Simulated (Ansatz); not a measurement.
GaAs:
```yaml
crystal:
  lattice:
    - [0.00000, 2.66461, 2.66461]
    - [2.66461, 0.00000, 2.66461]
    - [2.66461, 2.66461, 0.00000]
  atoms:
    - { symbol: As, position: [0.00000, 0.00000, 0.00000] }
    - { symbol: Ga, position: [0.50000, 0.50000, 0.50000] }
```

Relaxed with r²SCAN. Special points in fractions of this cell's reciprocal vectors: Γ (0.000, 0.000, 0.000); X (0.500, 0.000, 0.500); U (0.625, 0.250, 0.625); K (0.375, 0.375, 0.750); L (0.500, 0.500, 0.500); W (0.500, 0.250, 0.750).

List the band energies nearest the Fermi level at these points for plane-wave PAW r²SCAN (Ansatz code).

In eV from the Fermi level; about four levels below and three above (degenerate sets whole), none deeper than 8.9 eV; points with the same levels are listed once.

| k | below | above |
|---|---|---|
| Γ | -0.01 -0.01 -0.01 | 0.63 7.83 7.83 7.83 |
| X | -5.88 -3.55 -2.77 -2.77 | 4.00 10.99 10.99 |
| U | -6.28 -5.25 -2.04 -0.31 | 6.57 7.54 9.23 |
| L | -8.04 | 0.22 0.22 3.18 3.18 |
| W | -5.93 -4.67 -4.67 | 2.65 4.50 8.28 8.28 |

Space group Fm-3m (rock salt). The cell is a constructed one: a structure type filled with these elements; neither database checked (COD, Materials Project) lists it. It is not the phase usual at ambient conditions (space group No. 216). Symmetry was held in the r²SCAN relaxation; whether a distortion lowers the energy is not shown. Spin–orbit coupling is left out wherever it is not named.

Potentials: the later of the program's two PAW sets.
